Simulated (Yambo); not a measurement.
G0W0@LDA for N (space group P4_2/mnm, No. 136) in Yambo. Reference settings: 4×4×2 Γ-centred k mesh, 158 bands and a 8 Ry block in the screening, 158 bands in G with the Bruneval-Gonze terminator, plasmon pole fitted at 27.2 eV. The LDA gap A → Γ on this mesh is 6.72 eV; G0W0 gaps are taken between the same points.

Gap (A → Γ) in eV against the number of bands and the screening block, terminator on:

```
bands (W and G)    2 Ry    3 Ry    5 Ry    6 Ry    8 Ry
---------------  ------  ------  ------  ------  ------
32               13.524  13.372  13.263  13.281  13.294
54               13.350  13.200  13.078  13.097  13.106
84               13.302  13.155  13.035  13.054  13.060
121              13.289  13.138  13.012  13.031  13.037
158              13.285  13.133  13.002  13.020  13.027
```

Rough cost of the Yambo step against the reference (shared machines):

```
bands (W and G)  2 Ry  3 Ry  5 Ry  6 Ry  8 Ry
---------------  ----  ----  ----  ----  ----
32                1/7   1/8   1/6   1/7   1/5
54                1/5   1/5   1/5   1/4   1/3
84                1/3   1/3   1/3   1/3    ~1
121               1/2   1/2    ~1    ~1    ~1
158                ~1    ~1    ~1    ~1     1
```

At the largest block the last step in bands moves the gap by -0.010 eV; at the most bands the last step in the block moves it by 0.007 eV.

Geometry of the Materials Project entry, not relaxed at this level; primitive cell a = 4.084 Å, b = 4.084 Å, c = 5.346 Å, α = 90.00°, β = 90.00°, γ = 90.00°.

The structure is a Materials Project entry; no match was found in the copy of COD used, and its stability was not checked.

The distance between layers or molecules is the database entry's, not relaxed here. Functionals without dispersion can leave it too large, which widens gaps and weakens the response across layers: the numbers belong to this cell.
